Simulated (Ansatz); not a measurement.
GeSe:
```
GeSe
1.0
   11.21666     0.00000     0.00000
    0.00000     3.88418     0.00000
    0.00000     0.00000     4.51987
Ge Se
4 4
Direct
  0.12734   0.25000   0.12027
  0.87266   0.75000   0.87973
  0.37266   0.75000   0.62027
  0.62734   0.25000   0.37973
  0.85278   0.25000   0.49839
  0.14722   0.75000   0.50161
  0.64722   0.75000   0.99839
  0.35278   0.25000   0.00161
```

Relaxed with PBE. Special points in fractions of this cell's reciprocal vectors: Γ (0.000, 0.000, 0.000); X (0.500, 0.000, 0.000); S (0.500, 0.500, 0.000); Y (0.000, 0.500, 0.000); Z (0.000, 0.000, 0.500); U (0.500, 0.000, 0.500); R (0.500, 0.500, 0.500); T (0.000, 0.500, 0.500).

Problem. List the band energies nearest the valence-band maximum at these points for DFT-PBE in the program Ansatz with PAW potentials.

Solution. In eV from the valence-band maximum; about four levels below and three above (degenerate sets whole), none deeper than 8.9 eV; points with the same levels are listed once.

| k | below | above |
|---|---|---|
| Γ | -1.33 -1.02 -0.73 -0.12 | 0.86 2.65 2.67 2.68 |
| X | -1.57 -1.57 -0.37 -0.37 | 2.30 2.30 2.46 2.46 |
| S | -1.44 -1.44 -1.44 -1.44 | 1.52 1.52 1.52 1.52 |
| Y | -1.37 -1.37 -1.14 -1.14 | 1.13 1.13 1.36 1.36 |
| Z | -0.87 -0.87 -0.37 -0.37 | 1.34 1.34 1.98 1.98 |
| U | -0.56 -0.56 -0.48 -0.48 | 1.38 1.38 1.92 1.92 |
| R | -1.39 -1.39 -1.39 -1.39 | 2.69 2.69 2.69 2.69 |
| T | -1.96 -1.96 -1.35 -1.35 | 2.86 2.86 3.25 3.25 |

Space group Pnma. The cell was relaxed with PBE under the symmetry of its start. A crystal of weakly bound layers computed without a dispersion correction: the cell and the soft elastic constants depend strongly on that. Scalar-relativistic: spin–orbit coupling is off unless named, which matters more the heavier the elements.

Potentials: the earlier of the program's two PAW sets.
